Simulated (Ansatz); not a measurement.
System: Pd (fcc type), 1 atom in the cell.

```
Pd
1.0
     0.00000    1.97040    1.97040
     1.97040    0.00000    1.97040
     1.97040    1.97040    0.00000
Pd
1
Direct
  0.00000 0.00000 0.00000
```

Code and potentials: Ansatz all-electron LAPW. Settings of the plain PBE run: k-mesh 4×4×4 Γ-centred; Fermi–Dirac smearing of 0.15 eV; no spin polarisation.

Plain PBE gives:

```
Pressure : 0.37 GPa
```

Problem. What changes under PBE with spin–orbit coupling?

Solution. The pressure increases by 0.024 GPa to 0.398 GPa.

The k-mesh is coarse, so these values belong to this mesh and can lie far from the converged ones.
